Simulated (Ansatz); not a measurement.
LaF$_{3}$:
```yaml
crystal:
  lattice:
    - [4.12943, 0.00000, 0.00000]
    - [-2.06471, 3.57619, 0.00000]
    - [0.00000, 0.00000, 7.28677]
  atoms:
    - { symbol: La, position: [0.66667, 0.33333, 0.75000] }
    - { symbol: La, position: [0.33333, 0.66667, 0.25000] }
    - { symbol: F, position: [0.33333, 0.66667, 0.92011] }
    - { symbol: F, position: [0.66667, 0.33333, 0.07989] }
    - { symbol: F, position: [0.66667, 0.33333, 0.42011] }
    - { symbol: F, position: [0.33333, 0.66667, 0.57989] }
    - { symbol: F, position: [0.00000, 0.00000, 0.25000] }
    - { symbol: F, position: [0.00000, 0.00000, 0.75000] }
```

The program Ansatz at the PBEsol level (PAW) gives a gap of 6.03 eV without spin–orbit coupling, maximum at Γ, minimum on the K–Γ line, 6 % of the way from K.

Q: What happens when spin–orbit coupling is switched on?

A: The gap shrinks by 0.09 eV, to 5.94 eV; maximum at Γ, minimum at K.

Q: Give the hole effective mass with spin–orbit coupling.

A: 0.49 along z (mₑ).

Space group P6_3/mmc. The first step of the workflow began from a Materials Project structure, measured or hypothetical; the Crystallography Open Database files this formula in space group No. 194, but the cells were not matched. Whether it is the stable phase at ambient conditions was not checked. Symmetry was held in the PBEsol relaxation; its stability against distortions is not shown here.

Potentials: the later of the program's two PAW sets.
